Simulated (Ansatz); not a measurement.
MnGa4 (Im-3m): electronic heat capacity from the density of states

Theory: DFT r2SCAN, scalar-relativistic, plane waves, PAW (Ansatz).

Plane waves to 500 eV, a k mesh through Γ of 10×10×10 on the computed 5-atom cell and Gaussian smearing (0.10 eV); collinear spin from starting moments 1.26 0 0 0 0 μB.

Relaxed cell: Im-3m, a = 5.546 Å, b = 5.546 Å, c = 5.546 Å, α = 90.00°, β = 90.00°, γ = 90.00°, 5 atoms in the primitive cell. Whether it is the stable form of this composition wasn't checked.

The density of states at the Fermi level is 1.353 states/eV in the cell of 5 atoms (1 formula unit; both spins, tetrahedra on a 15×15×15 mesh). The run ends with a moment of 0.87 μB a cell (largest on a site 1.15 μB), and the figure is for this state; a paramagnetic sample can have a quite different one. Another magnetic order, if the compound takes it, can change N(E_F) and the shape of the cell a good deal.

**Question.** What Sommerfeld coefficient does this give?

**Answer.** Per formula unit N(E_F) = 1.353 states/eV. γ = (π²/3) k_B² N(E_F) N_A = 2.357 mJ/(mol K²) per state/eV, so γ = 3.2 mJ/(mol K²), a mole of formula units. This is the bare band result: a measured γ of the same phase and magnetic order is as a rule larger by a factor 1 + λ from phonons and spin fluctuations. N(E_F) at one energy is sensitive to the mesh where the density of states has sharp peaks.

The state reached may not be the lowest one. Only parallel moments were tried here.

Only this magnetic start was tried.